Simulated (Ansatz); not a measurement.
A distorted cell of ZnInGaO4 (InGaZnO4 type, space group R3m):

```xyz
7
Lattice="1.6978 0.9802 8.7931 -1.6978 0.9802 8.7931 0.0000 -1.9605 8.7931" Properties=species:S:1:pos:R:3 pbc="T T T"
In     0.0000     0.0000    26.2930
Ga     0.0000     0.0000     5.6195
Zn     0.0000     0.0000    20.6136
O      0.0000     0.0000     3.6092
O      0.0000     0.0000    23.1821
O      0.0000     0.0000     7.6189
O      0.0000     0.0000    18.5814
```

The numbers are results of PBEsol (plane waves to 420 eV, PAW, scalar-relativistic; Ansatz, a program for electronic structure), not measurements. k mesh 12×12×12 (Γ-centred), Fermi-Dirac smearing 0.05 eV. E stands for the smeared free energy. Compression counts positive. ZnInGaO4 was relaxed with its symmetry unable to fall.

### Question
What is the stress tensor (GPa)?

### Answer
```
  -10.5      0.0      0.0
    0.0    -10.5      0.0
    0.0      0.0    -10.4
```
The pressure, a third of the trace, is -10.5 GPa.

### Question
It is the relaxed cell scaled evenly to V/V₀ = 1.075, atoms relaxed where free. What is its energy relative to the relaxed cell?

### Answer
30.7 meV/atom.

(Under strain, the slope of the energy per volume gives the stress and its curvature an elastic modulus.)
